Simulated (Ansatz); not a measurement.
Ag:
```xyz
1
Lattice="0.0000 2.0012 2.0012 2.0012 0.0000 2.0012 2.0012 2.0012 0.0000" Properties=species:S:1:pos:R:3 pbc="T T T"
Ag     0.0000     0.0000     0.0000
```

Relaxed with LDA. Special points in fractions of this cell's reciprocal vectors: Γ (0.000, 0.000, 0.000); X (0.500, 0.000, 0.500); U (0.625, 0.250, 0.625); K (0.375, 0.375, 0.750); L (0.500, 0.500, 0.500); W (0.500, 0.250, 0.750).

Problem. List the band energies nearest the Fermi level at these points for the program Ansatz at the LDA level (PAW).

Solution. In eV from the Fermi level; about four levels below and three above (degenerate sets whole), none deeper than 8.9 eV; … stands for higher levels left out; points with the same levels are listed once.

| k | below | above |
|---|---|---|
| Γ | -5.10 -5.10 -5.10 -3.92 -3.92 | 15.90 … |
| X | -6.79 -3.06 -2.79 -2.79 | 1.36 7.06 … |
| U | -6.00 -4.33 -3.68 -3.12 | 4.31 5.31 … |
| L | -5.13 -5.13 -3.03 -3.03 -0.73 | 3.79 … |
| W | -5.43 -5.43 -3.93 -2.79 | 6.04 6.04 … |

Space group Fm-3m (fcc (Cu type)). The cell keeps a stress of up to 0.2 GPa. The cell was relaxed with LDA under the symmetry of its start; phonons on a q-mesh show no instability. No spin polarisation was allowed. Scalar-relativistic: spin–orbit coupling is off unless named, which matters more the heavier the elements.

Potentials: the earlier of the program's two PAW sets.
